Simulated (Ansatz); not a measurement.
According to r²SCAN (plane waves, PAW; program Ansatz), CuC$_{6}$ in the orthorhombic phase (Amm2; Pearson symbol oS14) relaxes to a = 4.066 Å, b = 7.460 Å, c = 4.314 Å. C on 4d has 3 nearest neighbours from 1.42 Å (trigonal planar); C on 2a has 3 nearest neighbours from 1.42 Å (trigonal planar). Against the elements it lies at 0.41 eV/atom, with no fitted shifts.

Electronic character: metallic (no gap).

The start of the workflow was typed in or built on a structure type; neither database checked (COD, Materials Project) lists it. Whether it is the stable phase at ambient conditions was not checked. The cell was relaxed with r²SCAN under the symmetry of its start; its stability against distortions is not shown here. No spin polarisation was allowed. The volume moved by 16 % from the start of the relaxation. Its formation energy is positive at this level, so the cell may be metastable or incomplete. The references are the lowest solids computed at this level, not always the standard phases.

Potentials: the earlier of the program's two PAW sets.
